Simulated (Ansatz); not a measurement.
Data sheet: BP (DFT)

BP (CsCl type, space group No. 221), a = b = c = 2.6908 Å, α = β = γ = 90.00°.

Space group Pm-3m (No. 221), CsCl type; conventional cell a = b = c = 2.6908 Å, α = β = γ = 90.00°.

Method: DFT-PBEsol in the program Ansatz with PAW potentials. Geometry: relaxed at this level of theory. Other levels are named where they apply.

### Cell and energy

```yaml
volume_per_atom: 9.74 Å³
density: 3.56 g/cm³
Formation energy from the elements (no fitted shifts): 1.30 eV/atom
```

### Electronic structure

```yaml
electronic_character: metallic (no gap)
Density of states at the Fermi level: 0.39 states/eV per atom (mean over ±0.08 eV)
```

### Mechanics

```yaml
Bulk modulus (Birch–Murnaghan fit): 146 GPa
Pressure derivative B′: 3.9
Elastic constants (relaxed ions, GPa): C11 = 134, C12 = 152, C44 = -52.6
mechanical_stability: unstable (C has a negative eigenvalue)
```

### Phonons

```yaml
zone_centre_stability: unstable, softest mode 187i cm⁻¹
```

The start of the workflow was typed in or built on a structure type; neither database checked (COD, Materials Project) lists it. It is not the phase usual at ambient conditions (space group No. 216). The PBEsol relaxation kept the symmetry of its start. The volume moved by 16 % from the start of the relaxation. Its formation energy is positive at this level, so the cell may be metastable or incomplete. As this level gives no gap, shear constants depend on the k-mesh and smearing (Fermi–Dirac, 0.1 eV here). As this level gives no gap, phonon frequencies hold no LO–TO term and depend on the k-mesh and smearing (Fermi–Dirac, 0.1 eV here). The references are the lowest solids computed at this level, not always the standard phases.

Potentials: the earlier of the program's two PAW sets. The files were generated under PBE; for other functionals the program regenerates the frozen cores, and for LDA and PBEsol the local potential too.
